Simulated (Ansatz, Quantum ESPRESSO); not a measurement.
This is a calculation of AlSn for Quantum ESPRESSO 7.5. Atoms were shifted at random by some hundredths of an Å from the given cell, which wasn't relaxed again for these runs. The cell comes from a database or a generator and needn't be the stable form of this composition.

pw.in

```
&CONTROL
  calculation = 'scf'
  prefix = 'pwscf'
  outdir = './tmp'
  pseudo_dir = './pseudo'
  tprnfor = .true.
  tstress = .true.
  disk_io = 'nowf'
/
&SYSTEM
  ibrav = 0
  nat = 2
  ntyp = 2
  ecutwfc = 60
  ecutrho = 480
  nbnd = 15
  occupations = 'smearing'
  smearing = 'fd'
  degauss = 0.00367493
/
&ELECTRONS
  conv_thr = 4d-10
  electron_maxstep = 120
  mixing_beta = 0.5
/
ATOMIC_SPECIES
Sn   118.7100 Sn_pbe_v1.uspp.F.UPF
Al    26.9815 Al.pbe-n-kjpaw_psl.1.0.0.UPF
CELL_PARAMETERS angstrom
   4.1981056157    0.0000000000    0.0000000000
  -2.0990528078    3.6356661109    0.0000000000
   0.0000000000    0.0000000000    3.3068470000
ATOMIC_POSITIONS crystal
Sn     0.3314630000    0.6605900000    0.4958650000
Al     0.0056420000    0.0042750000   -0.0054530000
K_POINTS automatic
7 7 8 0 0 0
```

Potentials or basis: SSSP 1.3 efficiency PBE.

The run is started by

```bash
$ OMP_NUM_THREADS=1 pw.x -in pw.in > pw.out
```

**Question.** Translate it to Ansatz 0.2.0. Potentials or basis there: Ansatz PAW, cutoff 420 eV.

**Answer.** As run (cutoffs and basis follow the program's own potentials, and thresholds, step limits or extra output files can differ):

Contents of input.yaml:

```yaml
crystal:
  lattice:
    - [4.1981056157, 0.0, 0.0]
    - [-2.0990528078, 3.6356661109, 0.0]
    - [0.0, 0.0, 3.306847]
  atoms:
    - { symbol: Sn, position: [0.331463, 0.66059, 0.495865] }
    - { symbol: Al, position: [0.005642, 0.004275, -0.005453] }
hamiltonian:
  xc: pbe
  pseudopotentials: { kind: paw }
kpoints:
  mp_grid: { grid: [7, 7, 8] }
scf:
  occupations: { method: fermi_dirac, width: 0.05 }
output:
  forces: true
  stress: true
  eigenvalues: true
  write_density: true
  write_potential: true
  elf: true
  volumetric_format: npy
```

Potentials or basis: Ansatz PAW.

Command:

```bash
$ ansatz run input.yaml --threads 2 --pin off --max-ram 5120MiB --backend cpu --events-out ev --progress --plain --runs-dir out
```

Both were run:

|  | Quantum ESPRESSO | Ansatz |
| --- | --- | --- |
| Pressure | 0.3 GPa | 0.3 GPa |
| Largest force | 0.148 eV/Å | 0.148 eV/Å |
| Energy over the undisturbed cell | 1.4 meV/atom | 1.4 meV/atom |

Ansatz's pressure holds a Pulay term of +0.04 GPa for its cutoff of 420 eV, which the other run lacks.

Where Ansatz's input types no cutoff or centring, it takes its own default and a Γ-centred mesh.

Pressure is positive in compression.
